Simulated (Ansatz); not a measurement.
Consider the following.

AlCo:
```cif
data_AlCo
_chemical_formula_sum 'Al1 Co1'
_space_group_name_H-M_alt 'Pm-3m'
_space_group_IT_number 221
_space_group_name_Hall '-P 4 2 3'
_cell_length_a 2.79377
_cell_length_b 2.79377
_cell_length_c 2.79377
_cell_angle_alpha 90.000
_cell_angle_beta 90.000
_cell_angle_gamma 90.000
loop_
_atom_site_label
_atom_site_type_symbol
_atom_site_symmetry_multiplicity
_atom_site_Wyckoff_symbol
_atom_site_fract_x
_atom_site_fract_y
_atom_site_fract_z
_atom_site_occupancy
Al1 Al 1 a 0.00000 0.00000 0.00000 1
Co1 Co 1 b 0.50000 0.50000 0.50000 1
```

This is the LDA-relaxed structure.

All from plane-wave PAW LDA (Ansatz code), unless another level is named. Estimate the density of states at the Fermi level.

0.31 states/eV per atom (mean over ±0.08 eV).

Predict the formation energy from the elements (no fitted shifts).

-0.68 eV/atom.

The cell was relaxed with LDA under the symmetry of its start; of distortions, only those at the zone centre were tested. The run is not spin-polarised. The references are the lowest solids computed at this level, not always the standard phases.

Potentials: the later of the program's two PAW sets.
